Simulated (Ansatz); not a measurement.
TiRe (CsCl type, space group No. 221) under volume change, DFT-r²SCAN in the program Ansatz with PAW potentials, scaled uniformly.

| V (Å³/atom) | E − E(relaxed) (meV/atom) | P (GPa) |
|---|---|---|
| 13.591 | 106.1 | 27.42 |
| 14.039 | 44.6 | 16.82 |
| 14.487 | 10.6 | 7.77 |
| 14.935 | 0.0 | 0.00 |
| 15.383 | 9.6 | -6.68 |
| 15.832 | 36.5 | -12.41 |
| 16.280 | 78.2 | -17.32 |

Q: What does a third-order Birch–Murnaghan fit give for V₀, B₀ and B′?

A: V₀ = 14.93 Å³/atom, B₀ = 240 GPa, B′ = 4.1.

Space group Pm-3m (CsCl type). The workflow started from an entry of the Crystallography Open Database (COD). Whether it is the stable phase at ambient conditions was not checked. The r²SCAN relaxation kept the symmetry of its start; its stability against distortions is not shown here. The run is not spin-polarised. Scalar-relativistic: spin–orbit coupling is off unless named, which matters more the heavier the elements.

Potentials: the later of the program's two PAW sets.
